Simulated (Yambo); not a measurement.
Yambo run on LaAlO3 (cubic perovskite, space group Pm-3m, No. 221). The wavefunctions are PBEsol (pw.x of Quantum ESPRESSO, ONCV potentials, with spin-orbit coupling) ones on a 4×4×4 mesh (32 occupied bands); a = 3.7830 Å, b = 3.7830 Å, c = 3.7830 Å, α = 90.00°, β = 90.00°, γ = 90.00°.

Yambo input:

```
rim_cut
gw0
dyson
el_el_corr
HF_and_locXC
cohsex
em1s
RandQpts= 1000000
RandGvec= 1 Ry
EXXRLvcs= 110 Ry
VXCRLvcs= 440 Ry
Chimod= "HARTREE"
% BndsRnXs
 1 | 210 |
%
NGsBlkXs= 8 Ry
% LongDrXs
 1.0 | 1.0 | 1.0 |
%
ExtendOut
% QPkrange
 1 | 1 | 32 | 33 |
 10 | 10 | 32 | 32 |
%
```

k points by index: 1 = Γ, 10 = R.

Resulting energies as the program prints them:

```
#    K-point    Band    Eo [eV]    E [eV]    E-Eo [eV]    Vxc [eV]    Vnlxc [eV]    Sc|Eo [eV]    Re(Z)    Im(Z)
#
    1    32    -0.060139    -2.883459    -2.823321    -20.03951    -25.24284    2.380010    1.000000    0.000000
    1    33    3.439328    2.660022    -0.779307    -11.59878    -6.705116    -5.672966    1.000000    0.000000
    10    32    0.000000    -2.702506    -2.702506    -19.79433    -24.66170    2.164869    1.000000    0.000000
```
(The two width columns are left out.) Convergence of these settings isn't established.

Geometry of the Materials Project entry, not relaxed at this level.

This is not the ordinary phase of the substance.
